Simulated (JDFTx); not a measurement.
Reference run:

Mg(0001) slab cut from bulk Mg (space group P6_3/mmc, indices of the conventional cell, lattice of the Materials Project entry mp-153, not re-optimised): 4 atoms in 4 planes, a 1x1 cell of 8.71 Å² (|a| = 3.172, |b| = 3.172 Å), 7.7 Å between the outermost planes, cell height 23.7 Å, 8×8×1 k mesh, Fermi smearing 0.01 Ha, no spin polarisation.

The reference is PBE, GBRV ultrasoft potentials, plane waves to 20/100 Ha; code: a modified build of JDFTx. Unrelaxed; liquid: CANDLE, water, 1 M NaF. SHE scale: U = −μ/e − 4.44 V, by convention.

| run | F per atom, vacuum (eV) | TS per atom (eV) | k states | plane waves per k | work function (eV) | U_pzc (V) |
|---|---|---|---|---|---|---|
| run 1 | -1705.191 | 0.453 | 10 | 5952 | 3.91 | -0.97 |
| run 2 (reference) | -1705.024 | 0.107 | 10 | 5952 | 3.80 | -1.06 |
| run 3 | -1704.985 | 0.026 | 10 | 5952 | 3.82 | -1.04 |
| run 4 | -1704.976 | 0.011 | 10 | 5952 | 3.81 | -1.04 |

Problem. One setting differs between these runs. Which?
(A) k mesh
(B) functional
(C) Fermi smearing width
(D) plane-wave cutoffs

Solution. C, Fermi smearing width. The values, in order: 0.02 Ha; 0.01 Ha; 0.005 Ha; 0.003 Ha.
